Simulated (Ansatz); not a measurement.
## Property card for GePd

GePd:
```
CELL_PARAMETERS angstrom
      5.46073     0.00000     0.00000
     -2.73037     4.72913     0.00000
      0.00000     0.00000     3.93980
ATOMIC_POSITIONS crystal
  Pd 0.50000 0.00000 0.00000
  Pd 0.50000 0.50000 0.00000
  Pd 0.00000 0.50000 0.00000
  Ge 0.00000 0.00000 0.00000
  Ge 0.33333 0.66667 0.50000
  Ge 0.66667 0.33333 0.50000
```

Space group P6/mmm (No. 191); conventional cell a = 5.4607 Å, b = 5.4607 Å, c = 3.9398 Å, α = 90.00°, β = 90.00°, γ = 120.00°.

Method: LDA in the plane-wave PAW code Ansatz. Structure relaxed to zero pressure with the same functional. Other levels are named where they apply.

### Cell and energy

```
Quantity                                                      Result
-----------------------------------------------------  -------------
Volume per atom                                             16.96 Å³
Density                                                   8.77 g/cm³
Formation energy from the elements (no fitted shifts)  -0.23 eV/atom
```

### Electronic structure

```
Quantity                                                                    Result
------------------------------------  --------------------------------------------
Electronic character                                             metallic (no gap)
Density of states at the Fermi level  0.56 states/eV per atom (mean over ±0.08 eV)
```

### Mechanics

```
Quantity                               Result
----------------------------------  ---------
Bulk modulus (Birch–Murnaghan fit)  1410 kbar
Pressure derivative B′                    5.0
```

### Phonons

```
Item                                                     Value
-----------------------------  -------------------------------
Highest zone-centre frequency                         267 cm⁻¹
Zone-centre stability          unstable, softest mode 88i cm⁻¹
```

The cell is a constructed one: a structure type filled with these elements; neither database checked (COD, Materials Project) lists it. COD files the formula under space group No. 62, so this cell is another polymorph or a model. Its standing as an ambient phase is unchecked. The LDA relaxation kept the symmetry of its start. The run is not spin-polarised. As this level gives no gap, phonon frequencies hold no LO–TO term and depend on the k-mesh and smearing (Fermi–Dirac, 0.1 eV here). The references are the lowest solids computed at this level, not always the standard phases. Scalar-relativistic: spin–orbit coupling is off unless named, which matters more the heavier the elements.

Potentials: the later of the program's two PAW sets.
